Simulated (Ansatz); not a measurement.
Input file for Ansatz (a program for electronic structure):

Ansatz 0.2 input:
```yaml
crystal:
  lattice:
    - [3.8107660503, 0.0, 0.0]
    - [0.0, 3.8107660503, 0.0]
    - [0.0, 0.0, 5.4216768047]
  atoms:
    - { symbol: Y, position: [0.5, 0.0, 0.7113442605] }
    - { symbol: Y, position: [0.0, 0.5, 0.2886557395] }
    - { symbol: O, position: [0.0, 0.0, 0.5] }
    - { symbol: O, position: [0.5, 0.5, 0.5] }
    - { symbol: F, position: [0.5, 0.5, 0.0] }
    - { symbol: F, position: [0.0, 0.0, 0.0] }
kpoints:
  mp_grid: { grid: [7, 7, 5] }
basis: { xc_grid: 2, fft_grid_basis: typed }
hamiltonian:
  xc: pbesol
  pseudopotentials: { kind: paw }
scf:
  occupations: { method: fixed }
checkpoint: { read: static.run }
output: { write_density: true, elf: true, volumetric_format: npy }
```

Output (shortened):

```
Pseudopotential: Y, paw, valence charge 11
Pseudopotential: O, paw, valence charge 6
Pseudopotential: F, paw, valence charge 7
Functional definition: PBEsol
Crystal: 6 atoms, lattice volume = 78.733 Å³
Basis set: ecut = 420 eV, 1523 PW (Γ), exchange–correlation on 54×54×80 points (8 copies of the dense FFT grid, shifted against one another)
Bands: 30, of which v1, the nominal top of the filled ones, is band 24 counted from 1 (23 counted from 0)
Symmetry: 16 space group operations
Space group: P4/nmm (ITA 129), of the structure as read, at distance tolerance 4.3e-5 Å
k-points: 30 of 245
Stability of the state it starts from, as read at its close in the unpolarized treatment …
iter 1 solved again at ethr=2.13e-8 eV; its pass at ethr=3.10e-3 eV (dr2=1.02e-5 eV) is discarded
SCF iter   1: F=—  HF=-10325.586781 eV  |F-HF|=—  |Δ(HF+E_count)|=         —  Δρ=2.74e-7  dr2=4.19e-11  ethr=2.13e-8  ⟨swp⟩=3.1  Hψ=5856  notcnv=0  defer=120
preconditioner: auto → Resta (q_TF=auto, 2.512 Å⁻¹)
SCF iter   2: F=-10325.586781 eV  HF=-10325.586781 eV  |F-HF|=2.91e-11  |Δ(HF+E_count)|=   6.26e-9  Δρ=2.73e-7  dr2=4.09e-11  ethr=1.00e-12  ⟨swp⟩=9.6  Hψ=3559  notcnv=0
SCF 1 converged in 2 iterations: F = -10325.586781 eV  dr2 = 4.09e-11
SCF converged after 2 iterations
Free energy (F): -10325.586781 eV
Harris-Foulkes:  -10325.586781 eV  (|F-HF|=2.91e-11)
Internal energy: -10325.586781 eV  (E = F + TS)
E sigma→0 (E₀):  -10325.586781 eV
Fermi energy:    8.347371 eV
--- Per-component energies (eV) ---
  E_band       = -210.198051
  E_kinetic    = 1379.003485
  E_local      = -2757.387883  (includes V_loc(G=0)·N_el)
  E_nonlocal   = 346.420666
  E_hartree    = 963.768964
  E_xc         = -651.763970
  E_vxc        = -793.285310  (∫ρ·V_xc dr)
  E_paw        = -6239.098638  (= ΣΔE_a)
  E_vpaw       = -312.496075  (= ΣTr[D̂ρ^β])
  E_aug_tail   = 0.008974  (compensation charges beyond the density's cutoff)
  E_ewald      = -3366.991385
  E_core_change = 0.453007  (= ΣΔE_core)
  E_smearing   =  0.000000  (= −TS)
  E_closure    = 0.000000  (closes the sum)
  Σ components = -10325.586781   (vs F -10325.586781, Δ=0.00e0)
  [band-id]    e_kinetic+e_local+e_nonlocal+2·e_hartree+e_vxc+e_vpaw+e_augmentation_tail = -210.198216   (vs E_band -210.198051, Δ=-1.65e-4)
--- Band table (eV; the first three rows and the last of 30) ---
  k-point 0: bands = ["-31.3462", "-31.2514", "-14.4482", "-13.4563", "-11.7976", "-11.4836", "-11.4836", "-11.2632", "-11.2173", "-11.2173", "-7.0187", "-6.6453", "3.2925", "3.5467", "3.5467", "3.8242", "5.4336", "5.4336", "5.9193", "5.9193", "6.8041", …
  k-point 1: bands = ["-31.3418", "-31.2558", "-14.4340", "-13.4550", "-11.9771", "-11.4718", "-11.4718", "-11.2297", "-11.2297", "-11.0685", "-7.0293", "-6.6906", "3.5110", "3.5752", "3.5752", "4.0197", "5.2833", "5.2833", "6.0205", "6.0205", "6.4490", …
  k-point 2: bands = ["-31.3336", "-31.2642", "-14.4099", "-13.4528", "-12.1679", "-11.4497", "-11.4497", "-11.2528", "-11.2528", "-10.8522", "-7.0463", "-6.7655", "3.6270", "3.6270", "4.0064", "4.4432", "5.0918", "5.0918", "5.7512", "6.1279", "6.1279", …
  k-point 29: bands = ["-31.2659", "-31.2624", "-14.1133", "-14.0676", "-12.3500", "-12.3119", "-11.4773", "-11.4525", "-11.0081", "-11.0014", "-6.1155", "-6.1125", "3.3354", "3.4018", "4.4322", "4.4679", "5.4466", "5.4981", "5.5640", "5.6128", "7.4292", …
```

Cost: roughly 4 core-seconds on shared cores.

The first step of the workflow began from a Materials Project structure, measured or hypothetical; the Crystallography Open Database copy checked does not list it. COD files the formula under space group No. 166, so this cell is another polymorph or a model. Its standing as an ambient phase is unchecked. The PBEsol relaxation kept the symmetry of its start; whether a distortion lowers the energy is not shown. No spin polarisation was allowed. Scalar-relativistic: spin–orbit coupling is off unless named, which matters more the heavier the elements.

Potentials: the later of the program's two PAW sets.

Ansatz is a plane-wave DFT program.
